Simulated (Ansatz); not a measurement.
WC (WC type, space group P-6m2)

```yaml
crystal:
  lattice:
    - [2.89847, 0.00000, 0.00000]
    - [-1.44924, 2.51015, 0.00000]
    - [0.00000, 0.00000, 2.82774]
  atoms:
    - { symbol: W, position: [0.00000, 0.00000, 0.00000] }
    - { symbol: C, position: [0.66667, 0.33333, 0.50000] }
```

Grid over V/V₀ and (c/a)/(c/a)₀, subscript 0 meaning the relaxed cell; the conventional c axis lies along z; no internal relaxation.

Level of theory: PBEsol (plane waves to 420 eV, PAW, scalar-relativistic; Ansatz, a quantum-chemistry and plane-wave program). k mesh 18×18×16 (Γ-centred), Fermi-Dirac smearing 0.05 eV. Stress and pressure are positive under compression. With partly filled bands, the response to shear is sensitive to the k mesh, so small differences along c/a are uncertain. Spin-orbit coupling is left out, though W is heavy. WC is run without spin polarisation. WC was relaxed with its symmetry unable to fall.

At one point of the scan the stress tensor (GPa) is:

```
  -27.8      0.0      0.0
    0.0    -27.8      0.0
    0.0      0.0     27.3
```

**Question.** Which point is it?
A) V/V₀ = 1.000, (c/a)/(c/a)₀ = 0.920
B) V/V₀ = 0.980, (c/a)/(c/a)₀ = 0.960
C) V/V₀ = 1.040, (c/a)/(c/a)₀ = 0.920
D) V/V₀ = 1.040, (c/a)/(c/a)₀ = 0.960

**Answer.** C, V/V₀ = 1.040, (c/a)/(c/a)₀ = 0.920

(Under strain, the slope of the energy per volume gives the stress and its curvature an elastic modulus.)
